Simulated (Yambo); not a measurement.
CuI (wurtzite, space group P6_3mc, No. 186), G0W0@PBEsol in Yambo with this input:

```
rim_cut
gw0
dyson
el_el_corr
HF_and_locXC
ppa
em1d
RandQpts= 1000000
RandGvec= 1 Ry
EXXRLvcs= 92 Ry
VXCRLvcs= 368 Ry
Chimod= "HARTREE"
% BndsRnXp
 17 | 248 |
%
NGsBlkXp= 6 Ry
% LongDrXp
 1.0 | 1.0 | 1.0 |
%
PPAPntXp= 27.2114 eV
% GbndRnge
 1 | 248 |
%
GTermKind= "BG"
DysSolver= "n"
ExtendOut
```

On a 3×3×2 mesh, with wavefunctions cut at 92 Ry, the gap (Γ → Γ) is 2.050 eV and the valence edge shifts by -0.561 eV.

Q: What happens with this change: 3×3×1 mesh?

A: The gap falls by 0.097 eV, to 1.953 eV; the shift of the valence edge becomes -0.474 eV. Neither run is shown to be the converged limit.

Spin-orbit coupling is included.

Geometry relaxed with PBEsol; primitive cell a = 4.1819 Å, b = 4.1819 Å, c = 6.8976 Å, α = 90.00°, β = 90.00°, γ = 120.00°.

This is not the ordinary phase of the substance.

A shift is the quasiparticle energy of the state minus its PBEsol energy.
